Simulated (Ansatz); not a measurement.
HfSi:
```
HfSi
1.0
    6.77034     0.00000     0.00000
    0.00000     3.72620     0.00000
    0.00000     0.00000     5.16356
Si Hf
4 4
Cartesian
  0.29319   0.93155   3.30694
  3.09198   2.79465   0.72516
  3.67836   0.93155   4.43840
  6.47715   2.79465   1.85662
  1.18786   0.93155   0.65248
  2.19731   2.79465   3.23426
  4.57303   0.93155   1.92931
  5.58248   2.79465   4.51109
```

Relaxed with LDA. Special points in fractions of this cell's reciprocal vectors: Γ (0.000, 0.000, 0.000); X (0.500, 0.000, 0.000); S (0.500, 0.500, 0.000); Y (0.000, 0.500, 0.000); Z (0.000, 0.000, 0.500); U (0.500, 0.000, 0.500); R (0.500, 0.500, 0.500); T (0.000, 0.500, 0.500).

Q: List the band energies nearest the Fermi level at these points for the program Ansatz at the LDA level (PAW).

A: In eV from the Fermi level; about four levels below and three above (degenerate sets whole), none deeper than 8.9 eV; points with the same levels are listed once.

```
k                    below                above
-  -----------------------  -------------------
Γ  -0.85 -0.55 -0.36 -0.26       0.41 0.67 0.89
X  -0.95 -0.95 -0.60 -0.60  0.13 0.13 1.11 1.11
S  -2.03 -2.03 -2.03 -2.03  2.95 2.95 2.95 2.95
Y  -2.13 -2.13 -1.67 -1.67  2.16 2.16 2.61 2.61
Z  -1.23 -1.23 -0.18 -0.18  0.90 0.90 1.01 1.01
U  -1.25 -1.25 -0.79 -0.79  0.57 0.57 1.32 1.32
R  -1.74 -1.74 -1.74 -1.74  1.98 1.98 1.98 1.98
T  -0.60 -0.60 -0.07 -0.07  0.89 0.89 3.05 3.05
```

Space group Pnma. The workflow started from an entry of the Crystallography Open Database (COD). Its standing as an ambient phase is unchecked. The cell was relaxed with LDA under the symmetry of its start; of distortions, only those at the zone centre were tested. No spin polarisation was allowed. Spin–orbit coupling is left out wherever it is not named.

Potentials: the later of the program's two PAW sets.
